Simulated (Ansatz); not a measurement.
# What a change of settings does to a run on BiAs

The cell was built from the zincblende type and relaxed in the same program, and has space group F-43m; it needn't be a known or the stable phase.

First run: DFT, PBE, all-electron LAPW, scalar-relativistic (Ansatz 0.2.0).

Command: `ansatz run input.yaml --threads 1 --pin off --max-ram 2048MiB --backend cpu --events-out ev --progress --plain --runs-dir out` The run took 36 s on 1 thread of Arm Neoverse V1, on a shared host, peak memory 0.36 GiB.

```yaml
crystal:
  lattice:
    - [0.0, 3.3528526672, 3.3528526672]
    - [3.3528526672, 0.0, 3.3528526672]
    - [3.3528526672, 3.3528526672, 0.0]
  atoms:
    - { symbol: Bi, position: [0.0, 0.0, 0.0] }
    - { symbol: As, position: [0.25, 0.25, 0.25] }
kpoints:
  mp_grid: { grid: [10, 10, 10] }
scf:
  occupations: { method: gaussian, width: 0.2 }
hamiltonian:
  xc: pbe
  pseudopotentials: { kind: all_electron, lapw: { basis_error: 0.001 } }
output:
  forces: true
  stress: true
  eigenvalues: true
```

Result: converged; pressure 0.03 GPa; no gap on the k mesh; 8 SCF iterations.

No spin–orbit coupling, which matters for the heavy atoms here.

A second input differs as follows:

```diff
@@ -8,7 +8,8 @@
     - { symbol: As, position: [0.25, 0.25, 0.25] }
 kpoints:
-  mp_grid: { grid: [10, 10, 10] }
+  mp_grid: { grid: [1, 1, 1] }
 scf:
   occupations: { method: gaussian, width: 0.2 }
+  max_iter: 60
 hamiltonian:
   xc: pbe
```

Task: What is wrong with it, and what does the program do?

Result: The fault is one k-point for a small cell. The run converged; energy at zero smearing +3490.2 meV/atom from the first run; pressure 26.5 GPa; gap on the k mesh 2.18 eV (the mesh can miss the band edges); 8 SCF iterations. Such numbers aren't properties of the crystal. The log ends:
```
  Basis errors (estimates in eV, not in F): energy 4.6e-4 per atom: plane waves 4.2e-4 (2.5e-4 summed), levels above the bands 0.0e0, relativity 5.7e-8, radial functions 3.3e-5, core shells 5.4e-8; eigenvalues (radial functions only) 4.8e-7; not estimated: angular momenta, meshes, grids; target (lapw.basis_error) 1.0e-3; muffin-tin radii As 1.388 Å, Bi 1.516 Å
--- Forces (eV/Å), atoms counted from 1 ---
  atom   1  Bi     0.00000000     0.00000000     0.00000000
  atom   2  As     0.00000000    -0.00000000    -0.00000000
  max |Σ_I F_I| component: 2.21e-23 eV/Å
--- Stress (GPa, compression-positive) ---
       26.487551      -0.000000       0.000000
       -0.000000      26.487551       0.000000
        0.000000       0.000000      26.487551
  P = ⅓ Tr σ = 26.4876 GPa (264.876 kbar)
--- Band table (eV) ---
  k-point 0: bands = ["-174.3645", "-143.5273", "-138.6117", "-138.6117", "-138.6117", "-138.6092", "-138.6092", "-138.6092", "-138.6057", "-117.7400", "-117.7400", "-117.7400", "-81.7985", "-81.7985", "-81.7985", "-24.8058", "-24.8058", "-24.8013", "-24.8013", "-24.8013", "-13.2583", "-13.2583", "-13.2394", "-13.2394", "-13.2394", "-3.3906", "2.6998", "7.9016", "7.9016", "7.9016", "10.0822", "10.0822", "10.0822", "12.8311", "16.5589", "16.5589"]
```
